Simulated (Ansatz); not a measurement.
Starting cell, SrTiO3 (cubic perovskite):

```yaml
crystal:
  lattice:
    - [3.93649, 0.00000, 0.00000]
    - [0.00000, 3.93649, 0.00000]
    - [0.00000, 0.00000, 3.93649]
  atoms:
    - { symbol: Sr, position: [0.00000, 0.00000, 0.00000] }
    - { symbol: Ti, position: [0.50000, 0.50000, 0.50000] }
    - { symbol: O, position: [0.00000, 0.50000, 0.50000] }
    - { symbol: O, position: [0.50000, 0.50000, 0.00000] }
    - { symbol: O, position: [0.50000, 0.00000, 0.50000] }
```

In this cell atom 1 (Sr, nearest neighbour O at 2.784 Å; its periodic images, 3.9 Å or more away, move with it) is moved by s along Cartesian [111], unit vector (0.577, 0.577, 0.577); all other atoms and the cell stay fixed.

Level of theory: PBE (plane waves to 420 eV, PAW, scalar-relativistic; Ansatz, an electronic-structure program). k mesh 7×7×7 (Γ-centred), Fermi-Dirac smearing 0.05 eV. E stands for the smeared free energy. Left out: 2 of 11 points, with atoms too close for the PAW data. SrTiO3 is run without spin polarisation. SrTiO3 was relaxed with its symmetry unable to fall. The PAW data are Ansatz's earlier set. ΔE is measured from the undisplaced structure.

```csv
s (Å),ΔE (meV/cell)
-0.672,1300
-0.504,592
-0.336,219
-0.168,48
0.000,0
0.168,48
0.336,219
0.504,592
0.672,1300
```

Task: What force constant k = d²E/ds² at s = 0 does the table give?

Result: 3.2 eV/Å². It is the second difference of the nearest points, corrected with the next pair.

Task: With k = 3.24 eV/Å² from the forces, is the well harmonic out to s = 0.672 Å?

Result: ½ks² = 732 meV/cell against the computed 1300 meV/cell, so the well is stiffer than harmonic there.

(For displaced atoms, the force is minus the slope of the energy, and its curvature is a force constant, which sets phonon frequencies.)
